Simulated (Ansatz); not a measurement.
Polymorphs of La, each relaxed with r²SCAN in the plane-wave PAW code Ansatz:

A: dhcp (α-La type) (P6_3/mmc)
a = b = 3.7748 Å, c = 12.0627 Å, α = β = 90.00°, γ = 120.00°

```tsv
atom	site	symmetry	x	y	z
La	2a	-3m.	0.0000	0.0000	0.0000
La	2c	-6m2	0.3333	0.6667	0.2500
```

B: diamond (Fd-3m)
a = 6.653 Å, b = 6.653 Å, c = 6.653 Å, α = 90.00°, β = 90.00°, γ = 90.00°

```json
[
 {"atom": "La", "site": "8b", "symmetry": "-43m", "x": "0.5000", "y": "0.5000", "z": "0.5000"}
]
```

Task: Order them by energy per atom at 0 K (lowest first) at the level r²SCAN.

Result: A (+0 meV/atom), B (+890 meV/atom)

Typed or built starts, not in the databases checked: B. Not the usual ambient phase: B. Unstable at this level: B. All cells were relaxed under the symmetry of their starts (and spin orders); stability against distortions was not tested throughout. Spin–orbit coupling is left out wherever it is not named.

Energies hold the estimated change up to a 700 eV cutoff; steps of a few meV lie near the error of the meshes.

Potentials: the earlier of the program's two PAW sets. The files were generated under PBE; for other functionals the program regenerates the frozen cores, and for LDA and PBEsol the local potential too.
